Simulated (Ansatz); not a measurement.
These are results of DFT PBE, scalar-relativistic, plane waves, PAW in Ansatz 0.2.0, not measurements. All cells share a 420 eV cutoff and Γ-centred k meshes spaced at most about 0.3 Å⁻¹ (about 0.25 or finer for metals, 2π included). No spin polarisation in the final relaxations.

All energies are static (0 K, no zero-point motion).

Compare these two cells of MoRu2, each relaxed at this level.

A.

Space group P6_3/mmc (No. 194). a = 2.757 Å, b = 2.757 Å, c = 13.164 Å, α = 90.00°, β = 90.00°, γ = 120.00°
```csv
atom,site,symmetry,x,y,z
Mo,2d,-6m2,0.6667,0.3333,0.2500
Ru,4f,3m.,0.6667,0.3333,0.9179
```

B.

Space group P-3m1 (No. 164). a = 2.747 Å, b = 2.747 Å, c = 13.316 Å, α = 90.00°, β = 90.00°, γ = 120.00°
```json
{"atom": "Mo", "site": "2d", "symmetry": "3m.", "x": "0.3333", "y": "0.6667", "z": "0.9071"}
{"atom": "Ru", "site": "2d", "symmetry": "3m.", "x": "0.3333", "y": "0.6667", "z": "0.2583"}
{"atom": "Ru", "site": "2d", "symmetry": "3m.", "x": "0.3333", "y": "0.6667", "z": "0.5792"}
```

Question: Which arrangement of the elements on these sites is preferred, and by what margin?

Answer: A is lower, by 48 meV/atom. The two share one framework of sites and differ in which element sits where. A has Mo and Ru ordered on hcp sites, space group P6_3/mmc (No. 194), 14.4 Å³/atom and no gap on its mesh; B has Mo and Ru ordered on hcp sites, space group P-3m1 (No. 164), 14.5 Å³/atom and no gap. Counting all near atoms (those within 1.25 times the shortest distance at each site), A and B both have Mo 12, Ru 12. Even the lower one lies +0.05 eV/atom against the reference forms of the elements (uncorrected), so neither is stable at this level. In A, around Mo lie 6 Ru at 2.72 Å and 6 Mo at 2.76 Å; Ru has 9 Ru at 2.68–2.76 Å and 3 Mo at 2.72 Å. In B, Mo is surrounded by 3 Ru at 2.71 Å, 6 Mo at 2.75 Å and 3 Mo at 2.94 Å; around Ru on its first site lie 9 Ru at 2.68–2.75 Å and 3 Mo at 2.71 Å; Ru on its second site has 12 Ru at 2.64–2.75 Å. Both come from invented guesses.

Cells relaxed within their symmetry can be saddle points.
